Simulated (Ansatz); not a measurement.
Re3B:
```xyz
8
Lattice="1.4416 -4.6626 0.0000 1.4416 4.6626 0.0000 0.0000 0.0000 7.2668" Properties=species:S:1:pos:R:3 pbc="T T T"
Re     1.4416     3.4200     6.7959
Re     1.4416    -3.4200     0.4709
Re     1.4416    -3.4200     3.1625
Re     1.4416     3.4200     4.1043
Re     1.4416    -0.7026     1.8167
Re     1.4416     0.7026     5.4501
B      1.4416    -2.2922     5.4501
B      1.4416     2.2922     1.8167
```

Relaxed with PBEsol. Special points in fractions of this cell's reciprocal vectors: Γ (0.000, 0.000, 0.000); Y (-0.500, 0.500, 0.000); C0 (-0.274, 0.726, 0.000); Σ0 (0.274, 0.274, 0.000); Z (0.000, 0.000, 0.500); A0 (0.274, 0.274, 0.500); E0 (-0.274, 0.726, 0.500); T (-0.500, 0.500, 0.500); S (0.000, 0.500, 0.000); R (0.000, 0.500, 0.500).

Task: List the band energies nearest the Fermi level at these points for PBEsol with spin–orbit coupling in the plane-wave PAW code Ansatz.

Result: In eV from the Fermi level; about four levels below and three above (degenerate sets whole), none deeper than 8.9 eV; points with the same levels are listed once.

```csv
k,below,above
Γ,-0.81 -0.81 -0.03 -0.03,0.00 0.00 0.28 0.28
Y,-0.69 -0.69 -0.54 -0.54,0.63 0.63 0.82 0.82
C0,-0.85 -0.85 -0.45 -0.45,0.74 0.74 1.19 1.19
Z,-1.03 -1.03 -1.03 -1.03,0.06 0.06 0.06 0.06
A0,-1.48 -1.48 -1.27 -1.27,0.45 0.45 0.45 0.45
T,-0.66 -0.66 -0.66 -0.66,0.18 0.18 0.18 0.18
S,-0.82 -0.82 -0.73 -0.73,1.36 1.36 1.70 1.70
R,-1.31 -1.31 -1.31 -1.31,0.70 0.70 0.70 0.70
```

Space group Cmcm. The workflow started from a Materials Project entry (that database holds measured and hypothetical structures alike); the Crystallography Open Database files this formula in space group No. 63, but the cells were not matched. Its standing as an ambient phase is unchecked. Symmetry was held in the PBEsol relaxation; whether a distortion lowers the energy is not shown. The run is not spin-polarised.

Potentials: the later of the program's two PAW sets.
